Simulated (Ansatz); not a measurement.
Input:

ZnCdSe2:
```yaml
crystal:
  lattice:
    - [4.12113, 0.00000, 0.00000]
    - [0.00000, 4.12113, 0.00000]
    - [0.00000, 0.00000, 5.91038]
  atoms:
    - { symbol: Zn, position: [0.50000, 0.50000, 0.50000] }
    - { symbol: Cd, position: [0.00000, 0.00000, 0.00000] }
    - { symbol: Se, position: [0.00000, 0.50000, 0.72673] }
    - { symbol: Se, position: [0.50000, 0.00000, 0.27327] }
```

This is the PBEsol-relaxed structure. x, y and z are the axes in which the lattice vectors are written.

Task: All from PBEsol in the plane-wave PAW code Ansatz, unless another level is named. Predict the gap with spin–orbit coupling.

Result: 0.61 eV.

Task: What about the hole effective mass, band 1 of 2 at the edge?

Result: 3.2 along x, 0.63 along z (mₑ).

Task: What about the hole effective mass with spin–orbit coupling?

Result: 0.10, 0.10, 0.60 mₑ (principal values).

Task: Give the electron effective mass with spin–orbit coupling.

Result: 0.062, 0.062, 0.075 mₑ (principal values).

Task: Give the valence-band maximum.

Result: at Γ.

Task: What about the weight of the valence-edge state by species (Voronoi cells)?

Result: Se 80 %, Cd 10 %, Zn 10 %.

Space group P-4m2. The workflow started from a Materials Project entry (that database holds measured and hypothetical structures alike); the Crystallography Open Database copy checked does not list it. Its standing as an ambient phase is unchecked. The cell was relaxed with PBEsol under the symmetry of its start; of distortions, only those at the zone centre were tested. Spin–orbit coupling is left out wherever it is not named.

Potentials: the later of the program's two PAW sets.
